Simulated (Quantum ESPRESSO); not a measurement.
pw.x input (Quantum ESPRESSO 7.5; PBEsol, PseudoDojo standard norm-conserving files, scalar-relativistic):

```
&CONTROL
  calculation = 'scf'
  pseudo_dir = './pseudo'
  outdir = './out'
  tprnfor = .true.
  tstress = .true.
/
&SYSTEM
  ibrav = 0
  nat = 12
  ntyp = 3
  ecutwfc = 94.0
  ecutrho = 376.0
  occupations = 'smearing'
  smearing = 'fd'
  degauss = 0.002
  nbnd = 57
/
&ELECTRONS
  conv_thr = 1.2e-09
/
ATOMIC_SPECIES
O 15.9990 O.upf
Mg 24.3050 Mg.upf
Cr 51.9961 Cr.upf
CELL_PARAMETERS angstrom
  2.743190000000  -4.164040000000   0.000000000000
  2.743190000000   4.164040000000   0.000000000000
  0.000000000000   0.000000000000   6.336750000000
ATOMIC_POSITIONS crystal
O   0.725800000000   0.779100000000   0.750000000000
O   0.274200000000   0.220900000000   0.250000000000
O   0.779100000000   0.725800000000   0.250000000000
O   0.220900000000   0.274200000000   0.750000000000
O   0.246430000000   0.753570000000   0.957950000000
O   0.753570000000   0.246430000000   0.042050000000
O   0.753570000000   0.246430000000   0.457950000000
O   0.246430000000   0.753570000000   0.542050000000
Mg   0.000000000000   0.000000000000   0.000000000000
Mg   0.000000000000   0.000000000000   0.500000000000
Cr   0.358580000000   0.641420000000   0.750000000000
Cr   0.641420000000   0.358580000000   0.250000000000
K_POINTS automatic
6 6 4 0 0 0
```

End of the output:

```

[...]
     the Fermi energy is     5.7016 ev
!    total energy              =    -857.22357202 Ry
     estimated scf accuracy    <          1.1E-10 Ry
     smearing contrib. (-TS)   =       0.00000000 Ry
     internal energy E=F+TS    =    -857.22357202 Ry
     The total energy is F=E-TS. E is the sum of the following terms:
     one-electron contribution =    -529.94287111 Ry
     hartree contribution      =     292.50465480 Ry
     xc contribution           =    -148.75352872 Ry
     ewald contribution        =    -471.03182698 Ry
     convergence has been achieved in  13 iterations
     Forces acting on atoms (cartesian axes, Ry/au):
     atom    1 type  1   force =    -0.00517134    0.00430849    0.00000000
     atom    2 type  1   force =     0.00517134   -0.00430849    0.00000000
     atom    3 type  1   force =    -0.00517134   -0.00430849    0.00000000
     atom    4 type  1   force =     0.00517134    0.00430849    0.00000000
     atom    5 type  1   force =     0.00000000   -0.00676128   -0.01089620
     atom    6 type  1   force =     0.00000000    0.00676128    0.01089620
     atom    7 type  1   force =    -0.00000000    0.00676128   -0.01089620
     atom    8 type  1   force =     0.00000000   -0.00676128    0.01089620
     atom    9 type  2   force =     0.00000000   -0.00000000   -0.00000000
     atom   10 type  2   force =     0.00000000    0.00000000    0.00000000
     atom   11 type  3   force =     0.00000000    0.00474423    0.00000000
     atom   12 type  3   force =     0.00000000   -0.00474423    0.00000000
     Total force =     0.029732     Total SCF correction =     0.000029
     Computing stress (Cartesian axis) and pressure
          total   stress  (Ry/bohr**3)                   (kbar)     P=       -9.00
  -0.00005191   0.00000000   0.00000000           -7.64        0.00        0.00
   0.00000000  -0.00006082   0.00000000            0.00       -8.95        0.00
   0.00000000   0.00000000  -0.00007075            0.00        0.00      -10.41
```
In a gapped system the printed Fermi energy is only some level inside the gap.

Geometry of the Materials Project entry, not relaxed at this level.

The runs are not spin-polarised; magnetic order was not tried.
